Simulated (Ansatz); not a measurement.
## Relaxing a structure of WS2

The start is a generated trial cell of WS2 in the baddeleyite structure type. The structure is fully relaxed (lattice and positions, P = 0) with r2SCAN (plane waves to 500 eV, PAW, scalar-relativistic; Ansatz, a quantum-chemistry and plane-wave program). The first steps use a coarse 3×3×3 k-mesh.

The start:
```
WS2
1.0
    6.14152     0.00000     0.00000
    0.00000     6.21438     0.00000
   -1.01699     0.00000     6.25833
W S
4 8
Direct
  0.27540   0.03950   0.20830
  0.72460   0.53950   0.29170
  0.72460   0.96050   0.79170
  0.27540   0.46050   0.70830
  0.07000   0.33170   0.34470
  0.93000   0.83170   0.15530
  0.93000   0.66830   0.65530
  0.07000   0.16830   0.84470
  0.44960   0.75690   0.47920
  0.55040   0.25690   0.02080
  0.55040   0.24310   0.52080
  0.44960   0.74310   0.97920
```

```json
{
 "initial_pressure": "-15 GPa (negative: the cell is under tension)",
 "outcome": "The space group stays P2₁/c (No. 14) (the run could not lower it); the end is AFLOW prototype A2B_mP12_14_2e_e (C43, as in ZrO2), with 12 atoms in the primitive cell",
 "energy_released": "0.15 eV/atom",
 "volume_change": "-11.4 %, from 19.90 to 17.64 Å³/atom",
 "Shortest distances (start → end)": "The closest pairs of elements (up to four, under 3.6 Å), start → end: S–W 2.45 → 2.36 Å; S–S 3.03 → 2.87 Å",
 "band_gap_at_the_end": "no gap on the sampled points, where the bands overlap only slightly; such a result is sensitive to mesh and level",
 "optimiser_moves": "15"
}
```

The end point of the relaxation:

```cif
data_S8W4
_chemical_formula_sum 'W4 S8'
_space_group_name_H-M_alt 'P21/c'
_space_group_IT_number 14
_space_group_name_Hall '-P 2ybc'
_cell_length_a 5.92750
_cell_length_b 5.92020
_cell_length_c 6.14300
_cell_angle_alpha 90.000
_cell_angle_beta 100.867
_cell_angle_gamma 90.000
loop_
_atom_site_label
_atom_site_type_symbol
_atom_site_symmetry_multiplicity
_atom_site_Wyckoff_symbol
_atom_site_fract_x
_atom_site_fract_y
_atom_site_fract_z
_atom_site_occupancy
W1 W 4 e 0.27556 0.04982 0.19982 1
S1 S 4 e 0.07887 0.34387 0.34353 1
S2 S 4 e 0.55281 0.26160 0.00477 1
```

Final values are on a 7×7×6 k-mesh of the relaxed cell. No spin polarisation in the result. Without spin-orbit coupling the bands of the heavy element are not split, so the gap can be far off.

The run could not lose the symmetry of its start, so the end can be a saddle point.

The relaxed structure here is a generated cell of WS2: the first start was made by placing the elements on the sites of a structure type, and the end was not matched to a known phase here, so it may be hypothetical. Known forms of WS2 include space group No. 194.
